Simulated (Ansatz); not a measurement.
**BaC2 in the CaC2-type structure**

Computed with Ansatz (plane waves, PAW, 420 eV cutoff): PBEsol, scalar-relativistic, no spin polarisation, Γ-centred 10×10×10 mesh, 0.05 eV Gaussian smearing. The datasets are Ansatz's generated set soft_2.

```yaml
crystal:
  lattice:
    - [-2.15669, 2.15669, 3.58492]
    - [2.15669, -2.15669, 3.58492]
    - [2.15669, 2.15669, -3.58492]
  atoms:
    - { symbol: Ba, position: [0.00000, 0.00000, 0.00000] }
    - { symbol: C, position: [0.41202, 0.41202, 0.00000] }
    - { symbol: C, position: [0.58798, 0.58798, 0.00000] }
```

The structure was built from a prototype; whether the compound forms in it isn't claimed.

The cell is relaxed to zero pressure at this level.

Elastic constants come from the stress of slightly strained cells with relaxed atoms, in GPa, Voigt order xx, yy, zz, yz, xz, xy in the Cartesian frame of the vectors above.

```
 73  33  15   0   0   0
 33  73  15   0   0   0
 15  15 151   0   0   0
  0   0   0 -12   0   0
  0   0   0   0 -12   0
  0   0   0   0   0  34
```

Q: Is the crystal mechanically stable, and what are its polycrystalline moduli?

A: Unstable: the tensor has an eigenvalue of -12.1 GPa, so some strain lowers the energy and averaged moduli mean nothing. This holds for the static lattice at 0 K; thermal motion can hold such a phase at higher temperature.

 Scalar-relativistic only: spin–orbit splittings of the heavy atoms' levels are missing.
